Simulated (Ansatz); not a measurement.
# Calculated with Ansatz: BaLi2Mg2Si2, settings compared

The input file (Ansatz 0.2.0, plane waves):

```yaml
crystal:
  lattice:
    - [2.278404, 3.946307, 0.0]
    - [-2.278404, 3.946307, 0.0]
    - [-2.278404, 1.315432, 8.6438]
  atoms:
    - { symbol: Ba, position: [0.0, 0.0, 0.0] }
    - { symbol: Mg, position: [0.86439, 0.27122, 0.59317] }
    - { symbol: Mg, position: [0.13561, 0.72878, 0.40683] }
    - { symbol: Li, position: [0.42941, 0.14118, 0.28823] }
    - { symbol: Li, position: [0.57059, 0.85882, 0.71177] }
    - { symbol: Si, position: [0.7579, 0.4842, 0.2737] }
    - { symbol: Si, position: [0.2421, 0.5158, 0.7263] }
  symmetry: { tolerance: 0.0003 }
kpoints:
  mp_grid: { grid: [5, 5, 5], shift: [0, 0, 0] }
magnetization:
  spin_polarized: false
scf:
  occupations: { method: methfessel_paxton, width: 0.0684 }
hamiltonian:
  pseudopotentials: { kind: paw }
  xc: pbesol
basis:
  ecutwfc: 420
output:
  forces: true
  stress: true
  eigenvalues: true
  write_density: true
  write_potential: true
  elf: true
  volumetric_format: npy
```

Launch command:

```bash
ansatz run input.yaml --threads 1 --pin off --max-ram 2560MiB --backend cpu --events-out ev --progress --plain --runs-dir out
```

Origin of the cell: a database entry, scaled a little.

Output of this run (shortened):

```
Warning: crystal.lattice misses the space group found at crystal.symmetry.tolerance 3.0e-4 in a digit that the deck types, which is why this is a warning: making the lattice exact moves one o […]
Pseudopotentials: kind: paw
Pseudopotential: Ba, paw, valence charge 10, recommended cutoff 420 eV (normal), Ba.paw.azcp
Pseudopotential: Mg, paw, valence charge 10, recommended cutoff 420 eV (normal), Mg.paw.azcp
Pseudopotential: Li, paw, valence charge 3, recommended cutoff 420 eV (normal), Li.paw.azcp
Pseudopotential: Si, paw, valence charge 4, recommended cutoff 420 eV (normal), Si.paw.azcp
Functional definition: PBEsol
  exchange = pbesol_x
  correlation = pbesol_c
Crystal: 7 atoms, lattice volume = 155.438 Å³
Basis set: ecut = 420 eV, 3035 PW (Γ), exchange–correlation on 64×64×128 points (8 copies of the dense FFT grid, shifted against one another)
Bands: 29, of which v1, the nominal top of the filled ones, is band 22 counted from 1 (21 counted from 0)
Symmetry: 12 space group operations
Space group: R-3m (ITA 166), of the structure as read, at distance tolerance 1.6e-3 Å
[… 12 lines left out …]
Initial density: superposition of atomic densities (neutral atoms: chi_scale 0, normalization atom), corrected by the library's trained network
Functional: x = pbesol(κ = 0.804, μ = 0.123457), c = pbesol(β = 0.046)
SCF iter   1: F=—  HF=-11337.970847 eV  Δρ=3.04e-3  dr2=3.22e-2
SCF iter   2: F=—  HF=-11337.961650 eV  S|Δr|=    0.00e0  Δρ=1.51e-3  dr2=9.50e-3  defer=1
SCF iter   3: F=—  HF=-11337.960144 eV  S|Δr|=    0.00e0  Δρ=5.72e-4  dr2=4.65e-3  defer=1
SCF iter   4: F=—  HF=-11337.959491 eV  S|Δr|=    0.00e0  Δρ=2.71e-4  dr2=2.65e-4  defer=1
SCF iter   5: F=—  HF=-11337.959494 eV  S|Δr|=    0.00e0  Δρ=9.56e-5  dr2=1.48e-4  defer=1
SCF iter   6: F=—  HF=-11337.959474 eV  S|Δr|=    0.00e0  Δρ=2.92e-5  dr2=1.40e-5  defer=1
SCF iter   7: F=—  HF=-11337.959465 eV  S|Δr|=    0.00e0  Δρ=4.14e-6  dr2=1.62e-7  defer=16
SCF iter   8: F=-11337.959465 eV  HF=-11337.959465 eV  S|Δr|=    0.00e0  Δρ=8.00e-7  dr2=3.80e-9
SCF 1 converged in 8 iterations: F = -11337.959465 eV  dr2 = 3.80e-9
SCF converged after 8 iterations
Stability not checked: this state was not tested for a lower state beside it, because cold or Methfessel-Paxton smearing, or corrected tetrahedra, fill the levels in a way that the test cannot read (fill_not_monotonic; […]
Free energy (F): -11337.959465 eV
Harris-Foulkes:  -11337.959465 eV  (|F-HF|=3.05e-9)
Internal energy: -11337.960268 eV  (E = F + TS)
E sigma→0 (E₀):  -11337.959666 eV
Entropy (-TS):   0.000803 eV (0.115 meV/atom)
Fermi energy:    5.962884 eV
--- Per-component energies (eV) ---
  E_band       = -911.260601
  E_kinetic    = 442.058867
  E_local      = -4357.812689  (includes V_loc(G=0)·N_el)
  E_nonlocal   = 235.970528
  E_hartree    = 1608.162930
  E_xc         = -353.855459
  E_vxc        = -329.985502  (∫ρ·V_xc dr)
  E_paw        = -6739.351220  (= ΣΔE_a)
  E_vpaw       = -117.820194  (= ΣTr[D̂ρ^β])
  E_aug_tail   = 0.000024  (compensation charges beyond the density's cutoff)
  E_ewald      = -2173.465527
  E_core_change = 0.332279  (= ΣΔE_core)
  E_smearing   = 0.000803  (= −TS)
  Σ components = -11337.959465   (vs F -11337.959465, Δ=0.00e0)
--- Forces (eV/Å), atoms counted from 1 ---
[… 2 lines left out …]
  atom   3  Mg     0.000000    -0.000000     0.012293
  atom   4  Li    -0.000000    -0.000000     0.016658
  atom   5  Li     0.000000     0.000000    -0.016658
  atom   6  Si    -0.000000     0.000000    -0.106227
  atom   7  Si     0.000000    -0.000000     0.106227
  max |Σ_I F_I| component: 2.78e-17 eV/Å
--- Stress (GPa, compression-positive) ---
       -0.711065      -0.000000      -0.000000
       -0.000000      -0.711065      -0.000000
       -0.000000      -0.000000      -0.090689
  P = ⅓ Tr σ = -0.5043 GPa (-5.043 kbar)
```

The same input was run again with these changes:

1. `scf.eigensolver.kind` default → davidson; `scf.occupations.method` methfessel_paxton → gaussian; `scf.occupations.width` 0.0684 → 0.05
2. `kpoints.mp_grid.grid` [5, 5, 5] → [8, 8, 8]; `scf.eigensolver.kind` default → davidson; `magnetization` { spin_polarized: false } → { spin_polarized: true } (starts: ferro); typed moments: Ba1 2, Mg2 2, Mg3 1, Li4 2, Li5 3, Si6 3, Si7 1
3. `scf.eigensolver.kind` default → davidson

```tsv
run	end	SCF iterations	P (GPa)	max force component (eV/Å)	gap on mesh (eV)	moment (μB)	ΔE(σ→0) (meV/atom)
base	converged	8	-0.50	0.106	none	–	0
1	converged	7	-0.50	0.106	none	–	-0.01
2	converged	16	-0.47	0.093	none	0.00	-4.28
3	converged	7	-0.50	0.106	none	–	0.00
```

Energies are compared only where functional, datasets, charge and starting cell are the same.

Caveats of the base run: the k mesh is coarse if the cell is a metal.

Run 2: a starting moment was lost.

The base run took 9.8 s on 1 thread of Intel(R) Xeon(R) Platinum 8175M CPU @ 2.50GHz (Skylake/Cascade Lake), on a shared host, peak memory 0.57 GiB, from the program's own first density.
